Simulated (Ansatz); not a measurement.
One crystal and one scan (scan of one atom of the cell) at two levels, PBE (plane waves to 420 eV, PAW, scalar-relativistic; Ansatz, an electronic-structure program) and r2SCAN (plane waves to 500 eV, PAW, scalar-relativistic; Ansatz), each from its own relaxed cell and on its own mesh.

The crystal is TiSi$_{2}$ (C54 type, space group Fddd); one Si atom of a 6-atom cell moves by s along Cartesian z, with its periodic images.

The energy includes the smearing's −TS. TiSi2 is run without spin polarisation. TiSi2 was relaxed with its symmetry unable to fall. (PBE) Left out: 2 of 11 points, with atoms too close for the PAW data. (r2SCAN) Left out: 2 of 11 points, with atoms too close for the PAW data. With partly filled bands, energies and forces of such displacements shift with the k mesh and the smearing. Both scans cover s from -0.608 to 0.608 Å.

| quantity | run 1 | run 2 |
|---|---|---|
| Lattice constant a (Å) | 4.806 | 4.779 |
| Lattice constant b (Å) | 8.265 | 8.230 |
| Lattice constant c (Å) | 8.565 | 8.521 |
| Relaxed volume (Å³/atom) | 14.18 | 13.96 |
| Energy at s = 0.608 Å (meV/cell) | 2432 | 2586 |
| Force along the line at s = -0.608 Å (eV/Å) | 9.58 | 10.18 |
| Force constant k = d²E/ds² at s = 0 (finite differences) (eV/Å²) | 10.35 | 11.00 |

Task: Which run is which level?

Result: Run 1 is PBE, run 2 is r2SCAN. PBE gives the higher value for: lattice constant a; lattice constant b; lattice constant c; relaxed volume. PBE gives the lower value for: energy at s = 0.608 Å; force along the line at s = -0.608 Å; force constant k = d²E/ds² at s = 0. Both give the same symmetry of the curve: even: the same for both signs.

(A displaced cell: forces are minus the slopes of the energy, force constants its curvatures, and phonons follow from these.)
